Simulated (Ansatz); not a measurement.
# P2S3: S-33 NMR of the central transition

Cell: a Materials Project structure (computed, not necessarily an observed phase), atoms as given.

```cif
data_P2S3
_symmetry_space_group_name_H-M 'P2_1/m'
_symmetry_Int_Tables_number 11
_cell_length_a 6.7749
_cell_length_b 10.8010
_cell_length_c 7.0560
_cell_angle_alpha 90.000
_cell_angle_beta 90.892
_cell_angle_gamma 90.000
loop_
_atom_site_label
_atom_site_type_symbol
_atom_site_symmetry_multiplicity
_atom_site_Wyckoff_symbol
_atom_site_fract_x
_atom_site_fract_y
_atom_site_fract_z
P1 P 4 f 0.7539 0.1137 0.7307
P5 P 2 e 0.7917 0.2500 0.4899
P7 P 2 e 0.3307 0.2500 0.6112
S9 S 4 f 0.8916 0.5413 0.7471
S13 S 4 f 0.4445 0.0929 0.7528
S17 S 2 e 0.8509 0.2500 0.9289
S19 S 2 e 0.5172 0.2500 0.3655
```

One atom of each set is listed.

The numbers come from a DFT calculation in Ansatz (PBE, plane waves and PAW (field gradients read without the response of the frozen cores, which leaves them typically 4 to 6 % off), scalar-relativistic, 420 eV cutoff, Γ-centred 4×3×4 k-points, Fermi–Dirac smearing 0.02 eV).

S-33 has I = 3/2 and Q = -69.40 mb (Pyykkö 2018); at 35.2 T its Larmor frequency is ν₀ = 115.2 MHz. Only the quadrupole interaction is simulated: positions count from each site's isotropic chemical shift, and shift anisotropy, dipolar and J coupling are left out.

Problem. What does the S-33 spectrum (static powder) show for each site?

Solution. 

```tsv
site	first shell	C_Q (MHz)	η	P_Q (MHz)	δ_QIS (ppm)	breadth (kHz)
S9	1 P at 1.92 Å	-30.0	0.06	30.0	-1702	1074
S13	2 P at 2.11–2.12 Å, angle 104°	33.0	0.60	34.9	-2291	1891
S17	2 P at 2.13 Å, angle 88°	30.4	0.64	32.4	-1973	1643
S19	2 P at 2.04–2.16 Å, angle 101°	31.4	0.80	34.5	-2244	1918
```

δ_QIS = −(ν_Q²/30ν₀²)[I(I+1) − 3/4](1 + η²/3) × 10⁶ ppm with ν_Q = 3|C_Q|/[2I(2I−1)]; it falls as 1/B₀² in ppm, and the breadth as 1/B₀ in kHz.

At S13 and S17 V_zz stands upright on the plane of its two bonds (within 4°) in each case. At S9 V_zz points along its bond to P (within 2°).

The largest force is 0.6 eV/Å, so the atoms aren't at the calculated equilibrium and relaxing them would move these values. A computed database structure should lie near equilibrium, so this entry is doubtful.
